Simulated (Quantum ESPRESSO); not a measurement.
Ge3NSi3Ga, a curve over one atom's position

Computed values, not a measurement. The program is pw.x of Quantum ESPRESSO 7.5 (plane-wave density functional theory). The cell is made up: 8 atoms on a zincblende/diamond lattice, with randomly drawn elements, strain and displacements, not relaxed. PseudoDojo standard norm-conserving files (v0.5 for PBE, v0.4.1 for LDA and PBEsol) set the functional; there is no spin polarisation, spin-orbit coupling or dispersion term, and the masses in the input are unused placeholders.

Seven runs move atom 8 (Si, counted in the order of the input) along y and keep all else fixed.

Input of the run at +0.0161:

```
&control calculation='scf', pseudo_dir='./dojo.nc.sr.pbe.v0_5.standard.upf', outdir='./o', disk_io='low', tprnfor=.true., tstress=.true. /
&system ibrav=0, nat=8, ntyp=4, nbnd=46, ecutwfc=84.00895049, nosym=.true., tot_charge=0,
 occupations='smearing', smearing='fd', degauss=0.0073498644
/
&electrons conv_thr=7.350e-09, electron_maxstep=60, /
ATOMIC_SPECIES
Ga 1.0 Ga.upf
Ge 1.0 Ge.upf
N 1.0 N.upf
Si 1.0 Si.upf
CELL_PARAMETERS angstrom
5.5611 0.0 0.0
0.0 5.5611 0.0
0.0 0.0 5.5611
ATOMIC_POSITIONS angstrom
Ge 0.0154 0.0454 -0.0563
N 0.0206 2.7916 2.8108
Si 2.7622 -0.0069 2.8086
Ge 2.7502 2.7539 0.0298
Ga 1.3535 1.4018 1.4066
Si 1.3563 4.2042 4.1964
Ge 4.1563 1.3916 4.1779
Si 4.1937 4.1472 1.3805
K_POINTS automatic
6 6 6 1 1 1
```

```
shift of atom 8 along y (Å)  free energy less that of the input shown (eV)  Fx on atom 8 (eV/Å)  Fy on atom 8 (eV/Å)  Fz on atom 8 (eV/Å)  pressure (GPa)  iterations
                    -0.0740                                         0.0022                0.998                0.404                1.706           -4.40          11
                    -0.0392                                        -0.0067                0.854                0.112                1.577           -4.39          11
                    -0.0230                                        -0.0074                0.789               -0.025                1.519           -4.38          11
                    +0.0161                                         0.0000                0.637               -0.356                1.385           -4.34          11
                    +0.0583                                         0.0226                0.481               -0.714                1.250           -4.26          11
                    +0.0705                                         0.0319                0.437               -0.817                1.213           -4.24          11
```

Question: one run is left out of the table, at +0.0261. Estimate its Fy on atom 8 (eV/Å).

Answer: -0.441. The whole row:

| shift of atom 8 along y (Å) | free energy less that of the input shown (eV) | Fx on atom 8 (eV/Å) | Fy on atom 8 (eV/Å) | Fz on atom 8 (eV/Å) | pressure (GPa) | iterations |
| --- | --- | --- | --- | --- | --- | --- |
| +0.0261 | 0.0040 | 0.599 | -0.441 | 1.352 | -4.32 | 11 |

A cubic fit gives dFy/dy = -8.48 eV/Å² at zero shift. Across the table the free energy follows the integral of the force to within 0.1 meV. A rerun of one of the cells at 1437 eV and a 8 x 8 x 8 mesh moved values by no more than 0.004 eV in energy, 0.04 GPa in stress and 0.012 eV/Å in force.